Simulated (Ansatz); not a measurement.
TePt:
```cif
data_Pt2Te2
_chemical_formula_sum 'Te2 Pt2'
_space_group_name_H-M_alt 'P 1'
_space_group_IT_number 1
_cell_length_a 7.24815
_cell_length_b 7.24815
_cell_length_c 7.24815
_cell_angle_alpha 31.874
_cell_angle_beta 31.874
_cell_angle_gamma 31.874
loop_
_space_group_symop_operation_xyz
  'x, y, z'
loop_
_atom_site_label
_atom_site_type_symbol
_atom_site_fract_x
_atom_site_fract_y
_atom_site_fract_z
_atom_site_occupancy
Te1 Te 0.90424 0.90424 0.90424 1
Te2 Te 0.09576 0.09576 0.09576 1
Pt1 Pt 0.63070 0.63070 0.63070 1
Pt2 Pt 0.36930 0.36930 0.36930 1
```

Relaxed with r²SCAN.

Which orbitals make up the states near the Fermi level in r²SCAN in the plane-wave PAW code Ansatz?

Within 0.5 eV of the Fermi level: Te 5p 62 %, Pt 5d 27 %, outside the projected shells 6 %. Projections are on Löwdin-orthogonalised atomic valence shells; empty p or d shells of many metals are not among them.

Tabulate the density of states.

States/eV per cell of 4 atoms, in 0.25 eV bins, energy from the Fermi level.

```tsv
E (eV)	total	Pt 5d	Te 5p	Pt 6s
-7.85	0.00	0.00	0.00	0.00
-7.60	0.00	0.00	0.00	0.00
-7.35	0.00	0.00	0.00	0.00
-7.10	0.00	0.00	0.00	0.00
-6.85	0.06	0.01	0.03	0.02
-6.60	2.55	0.42	1.22	0.80
-6.35	3.85	0.94	1.64	1.05
-6.10	3.48	1.39	1.49	0.46
-5.85	3.55	1.77	1.43	0.25
-5.60	3.64	2.41	1.05	0.10
-5.35	4.28	2.77	1.32	0.11
-5.10	6.18	4.01	1.87	0.19
-4.85	5.58	3.67	1.57	0.21
-4.60	4.92	3.31	1.26	0.19
-4.35	4.14	2.79	1.08	0.14
-4.10	5.16	3.67	1.14	0.18
-3.85	5.04	3.56	1.14	0.16
-3.60	4.70	3.26	1.20	0.06
-3.35	4.11	2.88	1.02	0.05
-3.10	3.04	2.29	0.61	0.03
-2.85	5.06	4.10	0.73	0.13
-2.60	7.66	6.43	0.91	0.19
-2.35	4.24	3.40	0.64	0.11
-2.10	7.07	5.84	0.89	0.15
-1.85	7.38	5.82	0.98	0.29
-1.60	3.26	1.78	1.16	0.16
-1.35	2.59	1.03	1.29	0.11
-1.10	2.41	0.86	1.30	0.09
-0.85	2.34	0.78	1.32	0.08
-0.60	1.98	0.62	1.15	0.06
-0.35	2.05	0.59	1.24	0.06
-0.10	1.87	0.51	1.15	0.05
0.15	1.73	0.45	1.10	0.05
0.40	1.55	0.38	1.01	0.04
0.65	1.39	0.33	0.93	0.03
0.90	1.17	0.27	0.78	0.03
1.15	1.12	0.39	0.62	0.02
1.40	1.21	0.51	0.59	0.03
1.65	2.24	0.93	1.10	0.07
1.90	2.55	0.99	1.36	0.06
2.15	1.82	0.65	0.99	0.08
2.40	1.51	0.43	0.70	0.23
2.65	1.43	0.31	0.56	0.36
2.90	1.28	0.20	0.45	0.40
3.15	1.50	0.21	0.53	0.47
3.40	1.77	0.25	0.66	0.55
3.65	1.17	0.16	0.42	0.39
3.90	0.60	0.07	0.20	0.21
4.15	0.51	0.05	0.11	0.21
4.40	0.79	0.07	0.16	0.33
4.65	1.06	0.08	0.22	0.43
```

Space group R-3m. The first step of the workflow began from a Materials Project structure, measured or hypothetical; the Crystallography Open Database files this formula in space group No. 166, but the cells were not matched. Its standing as an ambient phase is unchecked. The cell was relaxed with r²SCAN under the symmetry of its start; its stability against distortions is not shown here. The run is not spin-polarised. A crystal of weakly bound layers computed without a dispersion correction: the cell and the soft elastic constants depend strongly on that. Scalar-relativistic: spin–orbit coupling is off unless named, which matters more the heavier the elements.

Potentials: the later of the program's two PAW sets.
